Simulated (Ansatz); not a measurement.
KAsH$_{2}$O$_{4}$:
```xyz
16
Lattice="0.0000 5.4474 3.5624 5.3800 0.0000 3.5624 5.3800 5.4474 0.0000" Properties=species:S:1:pos:R:3 pbc="T T T"
K      5.3800     5.4474     3.5466
K      8.0700     8.1711     5.3278
H      6.0422     2.4047     4.4649
H      4.7179     8.4901     4.4649
H      8.7322     5.7664     2.6837
H      2.0279     5.1284     2.6837
As     2.6900     2.7237     1.9067
As     5.3800     5.4474     0.1255
O      6.7651     3.1366     4.4028
O      3.9949     7.7583     4.4028
O      9.4552    10.4820     6.1840
O      6.6849     5.8603     6.1840
O     10.3477     6.7972     4.5646
O      5.7924     9.5450     4.5646
O      7.6577     6.8213     2.7834
O      3.1024     4.0735     2.7834
```

Relaxed with r²SCAN.

**Question.** Map the valence electron density (e/Å³), cut off at 2 on the plane through (0.951, 0.785, 0.973) spanned by u = [1, 1, 0] and v = [1, -1, 0] in lattice vectors, from r²SCAN in the plane-wave PAW code Ansatz.

**Answer.** x is the fraction of u, y of v (the angle between them is 89°; rows are the nearest grid lines); atoms in the plane: H at (0.00, 0.13), H at (0.50, 0.63), As at (0.15, 0.92), As at (0.65, 0.42), O at (0.00, 0.00), O at (0.50, 0.50).
```
|@@@*=#@@#%@%=:                      -@@@|
|@@@*@@@@@+-..     ..:..             :#@@|
|@#++@@@@@*:.      :=+-.             .-*@|
|...:%@@@@-.      .*@@@=.              ..|
|    .-+=:.       :#@@@+.                |
|    .::::.       .+@@@=.                |
|     ....         .-+-.                 |
|                   .:.     .:-:.        |
|                   :-.    .:+%#-.       |
|                  :+*:.  .:#@@@@=.      |
|                 :*@@#-..:-%@@@@=.      |
|                 -@@@@=::-=#@@@@-.      |
|..               -@@@@*#@@@@*+-:.      .|
|::..             :#@@@*@@@@@+-..     ..:|
|@@#-.             .:-:-@@@@@+.      .-@@|
|@@@+.                 .-@@@+:       :%@@|
|@@@+.                  .-+=:.       :#@@|
|@@*:.                   .::.        .-#@|
|::.       ..             ..          .::|
|::.     .:-:.                         .:|
|%+:    .=@@@%:                       .=%|
|@@=.  .-@@@@@+.                     .-@@|
|@@#-..:-%@@@@=.                     :*@@|
|@@@*=#@@#%@%=:                      -@@@|
```
Scale: ten equal steps from 0.007 (start of ' ') to 2.00 (end of '@'), in the order ' .:-=+*#%@'; x runs from 0.000 to 1.00, y from 0.000 (bottom) to 1.00 (top).

The density is the valence pseudo-density with augmentation charge, so density and ELF within about 1 Å of a nucleus are not all-electron values.

Space group Fdd2. The first step of the workflow began from a Materials Project structure, measured or hypothetical; the Crystallography Open Database copy checked does not list it. Its standing as an ambient phase is unchecked. The r²SCAN relaxation kept the symmetry of its start; whether a distortion lowers the energy is not shown.

Potentials: the later of the program's two PAW sets.
